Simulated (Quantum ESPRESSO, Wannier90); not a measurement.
Wannier functions of Hf₂Si (I4/mcm)

```xyz
6
Lattice="-3.2753 3.2753 2.5828 3.2753 -3.2753 2.5828 3.2753 3.2753 -2.5828" Properties=species:S:1:pos:R:3 pbc="T T T"
Hf     1.0251     2.2502     0.0000
Hf     2.2502     1.0251    -2.5828
Hf    -2.2502     1.0251     0.0000
Hf     2.2502    -1.0251     0.0000
Si     0.0000     0.0000     1.2914
Si     0.0000     0.0000    -1.2914
```

Materials Project entry mp-9938; symmetrised, unrelaxed at this level. Not found in the COD (Crystallography Open Database) copy used; not checked further. Computed values, not measurements, from PBEsol: Quantum ESPRESSO (norm-conserving PseudoDojo potentials, cutoff 47 Ry, no spin polarisation, no spin-orbit coupling) on a Γ-centred 4×4×4 mesh, then Wannier90. Density: 8×8×8 mesh, cold smearing 0.01 Ry. Spin-orbit coupling is left out although heavy elements are present.

A tight-binding model is made by disentanglement and projection with no localisation steps (num_iter = 0), so the 44 orbitals stay atom-like: hydrogen-like Hf: s;p;d; Si: s;p, axes along x, y, z; frozen window up to 1.50 eV relative to the Fermi level. It follows pw.x to 26 meV rms for states up to 1.0 eV relative to the Fermi level. Matrix elements depend on this choice of orbitals and windows.

### Question
Which pairs of orbitals on different sites are coupled most strongly? Give distance, modulus and how many such pairs a cell has.

### Answer
| orbital | orbital | distance of the centres (Å) | modulus (eV) | pairs |
|---|---|---|---|---|
| Si pz | Si pz | 2.58 | 2.87 | 2 |
| Si pz | Si s | 2.58 | 1.82 | 4 |
| Hf py | Si py | 2.94 | 1.57 | 8 |
| Hf px | Si px | 2.94 | 1.57 | 8 |
| Hf s | Si py | 2.78 | 1.50 | 8 |
| Hf s | Si px | 2.78 | 1.50 | 8 |
| Hf px | Hf px | 3.41 | 1.47 | 4 |
| Hf py | Hf py | 3.41 | 1.47 | 4 |
| Hf pz | Hf pz | 3.19 | 1.41 | 4 |
| Hf px | Hf py | 2.92 | 1.38 | 4 |
| Hf dxy | Hf s | 2.92 | 1.37 | 4 |
| Hf dxy | Hf dxy | 2.91 | 1.33 | 2 |
| Hf dxy | Hf py | 2.92 | 1.30 | 4 |
| Hf dxy | Hf px | 2.92 | 1.30 | 4 |
| Hf py | Hf s | 2.94 | 1.26 | 4 |
| Hf px | Hf s | 2.94 | 1.26 | 4 |
| Hf pz | Hf pz | 3.24 | 1.25 | 8 |
| Hf dyz | Si py | 2.77 | 1.20 | 8 |
| Hf dxz | Si px | 2.77 | 1.20 | 8 |
| Hf px | Si s | 2.94 | 1.17 | 8 |
| Hf py | Si s | 2.94 | 1.17 | 8 |
| Hf pz | Hf s | 3.14 | 1.10 | 8 |
| Hf s | Hf s | 2.94 | 1.08 | 2 |
| Hf pz | Si py | 2.81 | 1.05 | 8 |
| Hf pz | Si px | 2.81 | 1.05 | 8 |
| Hf dyz | Hf pz | 3.28 | 1.04 | 8 |
| Hf dxz | Hf pz | 3.28 | 1.04 | 8 |
| Hf px | Hf pz | 3.20 | 1.01 | 8 |
| Hf py | Hf pz | 3.20 | 1.01 | 8 |
| Hf dx2-y2 | Hf px | 3.32 | 1.00 | 4 |
